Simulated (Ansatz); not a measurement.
La2O3 (A-La2O3 type, space group P-3m1)

```
La2O3
1.0
    3.93527     0.00000     0.00000
   -1.96763     3.40804     0.00000
    0.00000     0.00000     6.12628
La O
2 3
Direct
  0.33333   0.66667   0.24614
  0.66667   0.33333   0.75386
  0.00000   0.00000   0.00000
  0.33333   0.66667   0.64612
  0.66667   0.33333   0.35388
```

The relaxed cell is deformed in two ways at once: its volume V is scaled, and at that volume it is stretched along z (the c axis of the conventional cell) so that c/a changes. Fractional atomic positions are held.

All values below come from r2SCAN (plane waves to 500 eV, PAW, scalar-relativistic; Ansatz, an electronic-structure program). k mesh 10×10×6 (Γ-centred), Fermi-Dirac smearing 0.05 eV. Compression counts positive. As the atoms are clamped, bonds stretch with the cell, which overstates energies and stresses. La2O3 is run without spin polarisation. La2O3 was relaxed with its symmetry unable to fall. 

Q: What σzz − σxx (GPa) does the calculation give at all points of the grid V/V₀ = 0.920, 0.947, 0.973, 1.000, 1.027, 1.053, 1.080 by (c/a)/(c/a)₀ = 0.920, 0.947, 0.973, 1.000, 1.027, 1.053, 1.080?

A: σzz − σxx (GPa), with V/V₀ across and (c/a)/(c/a)₀ down:

```
(c/a)/(c/a)₀ \ V/V₀  0.920  0.947  0.973  1.000  1.027  1.053  1.080
-------------------  -----  -----  -----  -----  -----  -----  -----
0.920                  8.3    8.3    8.3    8.2    8.1    8.0    7.9
0.947                  4.2    4.6    5.0    5.4    5.6    5.9    6.0
0.973                  0.3    1.2    2.0    2.7    3.2    3.7    4.1
1.000                 -3.4   -2.1   -1.0    0.0    0.9    1.6    2.3
1.027                 -7.0   -5.3   -3.9   -2.6   -1.5   -0.5    0.3
1.053                -10.5   -8.5   -6.8   -5.2   -3.9   -2.7   -1.6
1.080                -13.9  -11.7   -9.7   -7.9   -6.3   -4.9   -3.6
```

(Under strain, the slope of the energy per volume gives the stress and its curvature an elastic modulus.)
